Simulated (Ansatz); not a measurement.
BeS (NiAs type, space group No. 194) at seven volumes, plane-wave PAW PBE (Ansatz code), shape and atoms relaxed at each. One row is withheld.

```tsv
V (Å³/atom)	P (GPa)
11.261	12.24
11.632	?
12.003	3.50
12.374	0.00
12.746	-3.03
13.117	-5.65
13.488	-7.91
```

Task: Fit the shown pressures and predict the withheld one.

Result: P = (3/2)B₀(x^(7/2) − x^(5/2))[1 + (3/4)(B′ − 4)(x − 1)] with x = (V₀/V)^(2/3). Least squares on the six rows gives V₀ = 12.374 Å³/atom, B₀ = 108 GPa, B′ = 3.84. At V = 11.632, x = 1.0421 and P = 7.52 GPa. The run itself gave 7.55 GPa.

Space group P6_3/mmc (NiAs type). The start of the workflow was typed in or built on a structure type; neither database checked (COD, Materials Project) lists it. COD files the formula under space group No. 216, so this cell is another polymorph or a model. Whether it is the stable phase at ambient conditions was not checked. Symmetry was held in the PBE relaxation; whether a distortion lowers the energy is not shown.

Potentials: the earlier of the program's two PAW sets.
